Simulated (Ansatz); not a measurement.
input.yaml (Ansatz)

```yaml
crystal:
  lattice:
    - [-3.0267059219, 3.0267059219, 1.6525814334]
    - [3.0267059219, -3.0267059219, 1.6525814334]
    - [3.0267059219, 3.0267059219, -1.6525814334]
  atoms:
    - { symbol: Te, position: [0.0, 0.0, 0.0] }
    - { symbol: Te, position: [0.75, 0.25, 0.5] }
hamiltonian:
  xc: r2scan
  pseudopotentials:
    kind: paw
    azcp:
      Te: "pseudopotentials/Te.paw.azcp"
basis:
  ecutwfc: 500
  fft_grid_basis: typed
kpoints:
  mp_grid: { grid: [11, 11, 8], shift: [0, 0, 0] }
magnetization:
  spin_polarized: false
scf:
  occupations: { method: fermi_dirac, width: 0.1 }
relax:
  max_steps: 60
  f_tol: 0.01
  cell: {}
output:
  write_density: true
  write_potential: true
  elf: true
  volumetric_format: npy
```

Terminal output

```
Warning: crystal.symmetry: narrowed to the stabiliser of the k-point mesh — unitary ops 16 → 4; excluded 12 operations that carry a point of the 11×11×8 mesh (shift [0, 0, 0]) off the mesh (the run samples exactly the mesh kpoints.mp_grid names, as under crystal.symmetry.detect: false, and its converged state has the mesh's symmetry, not the crystal's; ε∞, the Born charges and the force constants of a linear response (`dielectric:` by the response, `phonons.method: dfpt`) are averaged over those of the crystal's operations that the state keeps within a tolerance, where `mesh_tensors`, `unaveraged_element` or `gamma_mean_max_change_ev_ang2` stands beside them; a row that `dielectric.field_direction` solves alone is averaged likewise, with nothing beside; a Γ-centred mesh of equal divisions is mapped onto itself by every operation and keeps the whole group, as does a half-shifted one under kpoints.further_shifts: images)
Engine: ansatz 0.2.0, x86_64-unknown-linux-gnu
Pseudopotentials: kind: paw
Pseudopotential: Te, paw, valence charge 16, recommended cutoff 500 eV (meta_gga) 
Functional definition: r2SCAN
  parameter k0 = 0.174
  parameter k1 = 0.065
  parameter a1 = 4.9479
  exchange = r2scan_x(k0 = k0, k1 = k1, a1 = a1)
  correlation = r2scan_c
Crystal: 2 atoms, lattice volume = 60.557 Å³
Basis set: ecut = 500 eV, 1551 PW (Γ), exchange–correlation on 144×144×144 points (64 copies of the dense FFT grid, shifted against one another)
Bands: 20, of which v1, the nominal top of the filled ones, is band 16 counted from 1 (15 counted from 0)
Symmetry: 4 space group operations
k-points: 270 of 968
Non-local potential: Te, projectors of the file, l = 0: 2, l = 1: 2, l = 2: 2, l = 3: 2
PAW form: soft (Blöchl's): semilocal exchange-correlation on the pseudo side does not see the compensation charge
PAW frozen core: Te, regenerated for the run's functional (the file was generated under x = pbe(κ = 0.804, μ = 0.2195149727645171), c = pbe(β = 0.06672455060314922))
PAW one-centre angular grid: Te, 590 points (default); XC on 160 Gauss nodes
Initial density: superposition of atomic densities (neutral atoms: chi_scale 0, normalization atom), corrected by the library's trained network
Initial wavefunctions: pseudopotential atomic-orbital guess
Functional: x = r2scan, c = r2scan; τ floored in thin density (d = 2e-4 eV/Å³)
SCF iter   1: F=—  HF=-13989.018849 eV  |F-HF|=—  |Δ(HF+E_count)|=         —  Δρ=3.04e-3  dr2=5.38e-3  dr2_τ=4.29e-4  ethr=1.77e-3  ⟨swp⟩=6.1  Hψ=27298  notcnv=0
SCF iter   2: F=—  HF=-13989.028855 eV  |F-HF|=—  |Δ(HF+E_count)|=   1.00e-2  Δρ=2.22e-3  dr2=3.24e-3  dr2_τ=3.06e-5  ethr=1.68e-5  ⟨swp⟩=2.0  Hψ=9249  notcnv=0
SCF iter   3: F=—  HF=-13989.030253 eV  |F-HF|=—  |Δ(HF+E_count)|=   1.40e-3  Δρ=5.74e-4  dr2=3.02e-4  dr2_τ=8.70e-6  ethr=1.01e-5  ⟨swp⟩=3.0  Hψ=9929  notcnv=0
SCF iter   4: F=—  HF=-13989.030226 eV  |F-HF|=—  |Δ(HF+E_count)|=   2.74e-5  Δρ=2.95e-4  dr2=5.15e-5  dr2_τ=5.69e-7  ethr=9.43e-7  ⟨swp⟩=2.0  Hψ=7031  notcnv=0
SCF iter   5: F=—  HF=-13989.030240 eV  |F-HF|=—  |Δ(HF+E_count)|=   1.39e-5  Δρ=9.16e-5  dr2=4.68e-6  dr2_τ=2.16e-7  ethr=1.61e-7  ⟨swp⟩=2.0  Hψ=9751  notcnv=0
SCF iter   6: F=-13989.030237 eV  HF=-13989.030237 eV  |F-HF|=3.53e-8  |Δ(HF+E_count)|=   2.69e-6  Δρ=1.11e-5  dr2=9.88e-8  dr2_τ=7.90e-10  ethr=3.13e-10  ⟨swp⟩=7.6  Hψ=37710  notcnv=0
SCF 1 converged in 6 iterations: F = -13989.030237 eV  dr2 = 9.88e-8
...
SCF 26 converged in 6 iterations: F = -13989.441857 eV  dr2 = 2.07e-12
relax step  26: F+E_penalty+E_count = -13989.44185681 eV  Δ(F+E_penalty+E_count) = -1.151e-4 eV  max|allowed force component| = 9.311e-4 eV/Å  Δτ_max = 0.0000 Å  P = -0.011 GPa  Ω = 73.037 Å³  stress off target by 2.49e-2 GPa  SCF on the basis re-selected at this cell (its energy is not comparable with the rows above)  (6 SCF iters)
basis re-selected at this cell: Δ(F+E_penalty+E_count) = -1.151e-4 eV, ΔP = +0.000 GPa vs the last step (what re-selecting the basis moved, of the pressure what is left beyond the Pulay correction that the steps carried, after the strain that the cell walked since its last selection, with what the two solves' SCF thresholds leave and, on support functions, any second-order correction that the steps lacked; it is no measure of the basis error at this ecutwfc). The dense FFT grid was sized anew with the basis: this SCF ran on 36×36×48 points, the steps before it on 36×36×45, so part of this shift can come from that change (see relax.cell in the input reference). This SCF's stress stands 2.49e-2 GPa from its target on what of the cell is left free (relax.cell.stress_tol is 5.00e-2 GPa) and its largest allowed force component is 9.31e-4 eV/Å (relax.f_tol is 1.00e-2 eV/Å): within both
SCF converged after 6 iterations
Free energy (F): -13989.441857 eV
Harris-Foulkes:  -13989.441857 eV  (|F-HF|=7.28e-12)
Internal energy: -13989.421763 eV  (E = F + TS)
E sigma→0 (E₀):  -13989.431810 eV
Entropy (-TS):   -0.020093 eV (-10.047 meV/atom)
Fermi energy:    7.489716 eV
--- Per-component energies (eV) ---
  E_band       = -589.106955
  E_kinetic    = 358.918800
  E_local      = -2777.106900  (includes V_loc(G=0)·N_el)
  E_nonlocal   = -621.110089
  E_hartree    = 1720.202628
  E_xc         = -229.238475
  E_vxc        = -222.067134  (∫ρ·V_xc dr)
  E_paw        = -9372.352311  (= ΣΔE_a)
  E_vpaw       = -781.919890  (= ΣTr[D̂ρ^β])
  E_aug_tail   = -0.000076  (compensation charges beyond the density's cutoff)
  E_vtau       = 13.773029  (kinetic-family band-sum trace: ∫τ·v_τ [+ j·A + Jᵃ·Aᵃ] dr)
  E_ewald      = -3069.305052
  E_core_change = 0.569711  (= ΣΔE_core)
  E_smearing   = -0.020093  (= −TS)
  E_closure    = 0.000000  (closes the sum)
  Σ components = -13989.441857   (vs F -13989.441857, Δ=0.00e0)
--- Forces (eV/Å), atoms counted from 1 ---
  atom   1  Te     0.00093106    -0.00093106     0.00000000
  atom   2  Te    -0.00093106     0.00093106    -0.00000000
  max |Σ_I F_I| component: 0.00e0 eV/Å
--- Stress (GPa, compression-positive) ---
       -0.009011      -0.015397      -0.001625
       -0.015397      -0.009011      -0.001625
       -0.001625      -0.001625      -0.013478
  P = ⅓ Tr σ = -0.0105 GPa (-0.105 kbar)
--- Band table (eV; the first three rows and the last of 270) ---
  k-point 0: bands = ["-30.7222", "-30.6573", "-30.6327", "-30.6162", "-30.5552", "-30.4998", "-30.4497", "-30.4478", "-30.4432", "-30.4393", "-6.4332", "-3.0283", "1.7167", "5.4909", "5.9007", "9.5524", "9.8280", "11.7627", "12.8927", "13.2724"]
  k-point 1: bands = ["-30.7205", "-30.6558", "-30.6403", "-30.6178", "-30.5497", "-30.5014", "-30.4485", "-30.4476", "-30.4433", "-30.4385", "-6.3536", "-3.2858", "2.0345", "5.4470", "6.0267", "9.4933", "9.6265", "11.6532", "12.8117", "13.2663"]
  k-point 2: bands = ["-30.7152", "-30.6573", "-30.6514", "-30.6225", "-30.5385", "-30.5054", "-30.4469", "-30.4453", "-30.4436", "-30.4370", "-6.1165", "-3.8825", "2.7818", "5.2853", "6.4033", "8.8771", "9.8175", "11.3572", "12.1654", "13.5469"]
  k-point 269: bands = ["-30.6928", "-30.6928", "-30.6373", "-30.6373", "-30.5183", "-30.5183", "-30.4448", "-30.4448", "-30.4376", "-30.4376", "-4.9759", "-4.9759", "2.7804", "2.7804", "8.2824", "8.2824", "10.3482", "10.3482", "14.6171", "14.6171"]
--- Relaxed structure (24 steps of the walk, 23 accepted, 2 SCFs on fresh bases) ---
  F+E_penalty+E_count = -13989.44185681 eV   max|allowed force component| = 9.311e-4 eV/Å   (the final SCF, on the basis selected at the relaxed cell)
  cell:  # Å, volume = 73.0374 Å³
    - [-3.265269652238686, 2.8803976594992395, 1.559302839059041]
    - [2.8803976594992395, -3.265269652238686, 1.559302839059041]
    - [4.090226165517779, 4.090226165517779, -2.264196598636927]
  atoms:
    - { symbol: Te, position: [0.056187139369748465, -0.056187139369748465, 0.0] }
    - { symbol: Te, position: [0.6938128606302515, 0.30618713936974845, 0.5000000000000001] }
```

Command:

```sh
ansatz run input.yaml --threads 1 --pin off --max-ram 3584MiB --backend cpu --events-out ev --progress --plain --runs-dir out
```

On 1 thread of Intel(R) Xeon(R) Platinum 8259CL CPU @ 2.50GHz (Skylake/Cascade Lake) (shared host) this took about 1300 s of wall time and 1300 s of CPU time.
